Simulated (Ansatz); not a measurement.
Relaxed-ion elastic tensor of Sn (hcp (Mg type), P6_3/mmc) in GPa (Voigt order), plane-wave PAW r²SCAN (Ansatz code); density 7.30 g/cm³, 27.01 Å³ per atom.

```
72.4  52.5  39.2   0.0   0.0   0.0
52.5  72.4  39.2   0.0   0.0   0.0
39.2  39.2  63.5   0.0   0.0   0.0
 0.0   0.0   0.0  11.8   0.0   0.0
 0.0   0.0   0.0   0.0  11.8   0.0
 0.0   0.0   0.0   0.0   0.0  10.0
```

Is the crystal mechanically stable?

Yes: the smallest eigenvalue of C is 10.0 GPa.

Work out the Voigt, Reuss and Hill averages.

K_V = 52.3, K_R = 51.1, K_H = 51.7; G_V = 11.9, G_R = 11.5, G_H = 11.7 GPa.

Give Young's modulus, Poisson's ratio, Pugh's ratio and the universal anisotropy index.

E = 9KG/(3K + G) = 32.6 GPa; ν = 0.39; K/G = 4.42 (ductile by the Pugh limit of 1.75); A_U = 5G_V/G_R + K_V/K_R − 6 = 0.19.

Estimate the sound speeds and the Debye temperature.

v_l = √((K + 4G/3)/ρ) = 3040 m/s, v_t = √(G/ρ) = 1270 m/s, mean 1430 m/s; Θ = (h/k)(3n/4πV)^(1/3) v_m = 142 K.

Solve the Christoffel equation for the three sound speeds along x, y, z.

Eigenvalues of C_ijkl n_j n_l equal ρv². In km/s, slowest first: x 1.17, 1.27, 3.15; y 1.17, 1.27, 3.15; z 1.27, 1.27, 2.95.

How much does each axis shrink under pressure?

Linear compressibilities β_i = Σ_j S_ij (j = 1 to 3): x 5.0, y 5.0, z 9.6 per TPa.

The start of the workflow was typed in or built on a structure type; neither database checked (COD, Materials Project) lists it. It is not the phase usual at ambient conditions (space group No. 141). The cell keeps a stress of up to 0.2 GPa. The r²SCAN relaxation kept the symmetry of its start; its stability against distortions is not shown here. As this level gives no gap, shear constants depend on the k-mesh and smearing (Fermi–Dirac, 0.1 eV here). On the denser mesh and wider smearing of the elastic run this cell carries a stress of 0.6 GPa. Scalar-relativistic: spin–orbit coupling is off unless named, which matters more the heavier the elements.

Potentials: the earlier of the program's two PAW sets.
